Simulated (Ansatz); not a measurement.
Starting cell, SiO2 (rutile):

```
SiO2
1.0
    4.18475     0.00000     0.00000
    0.00000     4.18475     0.00000
    0.00000     0.00000     2.66845
Si O
2 4
Cartesian
  2.09238   2.09238   1.33422
  0.00000   0.00000   0.00000
  3.37334   3.37334   1.33422
  1.28096   2.90379   0.00000
  2.90379   1.28096   0.00000
  0.81142   0.81142   1.33422
```

A phonon eigenvector at Γ is frozen into this cell: atom i moves by Q times the vector below, so Q is the largest atomic displacement, in Å. The cell is held.

| atom | x | y | z |
|---|---|---|---|
| Si1 | 0.000 | 0.000 | 0.487 |
| Si2 | 0.000 | 0.000 | -0.487 |
| O3 | 0.000 | 0.000 | 1.000 |
| O4 | 0.000 | 0.000 | -1.000 |
| O5 | 0.000 | 0.000 | -1.000 |
| O6 | 0.000 | 0.000 | 1.000 |

Calculation: r2SCAN (plane waves to 500 eV, PAW, scalar-relativistic; Ansatz, a quantum-chemistry and plane-wave program). k mesh 8×8×12 (Γ-centred), Fermi-Dirac smearing 0.05 eV. SiO2 was relaxed with its symmetry unable to fall. The PAW data are Ansatz's earlier set. 

```tsv
Q (Å)	−dE/dQ from forces (eV/Å)
-0.180	29.995
-0.150	24.849
-0.120	19.775
-0.090	14.767
-0.060	9.812
-0.030	4.896
0.000	0.000
0.030	-4.896
0.060	-9.812
0.090	-14.767
0.120	-19.775
0.150	-24.849
0.180	-29.995
```

Task: What harmonic wavenumber does the curvature at Q = 0 give?

Result: 757 cm⁻¹. E″ = 163.10 eV/Å², M = Σ mᵢ|uᵢ|² = 77.3 u, ν̃ = 521.5·√(|E″|/M).

(For displaced atoms, the force is minus the slope of the energy, and its curvature is a force constant, which sets phonon frequencies.)
